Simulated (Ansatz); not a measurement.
Consider the following.

In$_{2}$Au:
```cif
data_AuIn2
_chemical_formula_sum 'In2 Au1'
_space_group_name_H-M_alt 'P 1'
_space_group_IT_number 1
_cell_length_a 4.64563
_cell_length_b 4.64563
_cell_length_c 4.64563
_cell_angle_alpha 60.000
_cell_angle_beta 60.000
_cell_angle_gamma 60.000
loop_
_space_group_symop_operation_xyz
  'x, y, z'
loop_
_atom_site_label
_atom_site_type_symbol
_atom_site_fract_x
_atom_site_fract_y
_atom_site_fract_z
_atom_site_occupancy
In1 In 0.75000 0.75000 0.75000 1
In2 In 0.25000 0.25000 0.25000 1
Au1 Au 0.00000 0.00000 0.00000 1
```

This is the r²SCAN-relaxed structure.

### Question
All from r²SCAN in the plane-wave PAW code Ansatz, unless another level is named. Estimate the density of states at the Fermi level.

### Answer
0.34 states/eV per atom (mean over ±0.08 eV).

### Question
Next, the formation energy from the elements (no fitted shifts)?

### Answer
-0.31 eV/atom.

Space group Fm-3m (fluorite or antifluorite type). The workflow started from a Materials Project entry (that database holds measured and hypothetical structures alike); the Crystallography Open Database files this formula in space group No. 225, but the cells were not matched. Whether it is the stable phase at ambient conditions was not checked. The cell was relaxed with r²SCAN under the symmetry of its start; its stability against distortions is not shown here. The references are the lowest solids computed at this level, not always the standard phases. Spin–orbit coupling is left out wherever it is not named.

Potentials: the earlier of the program's two PAW sets.
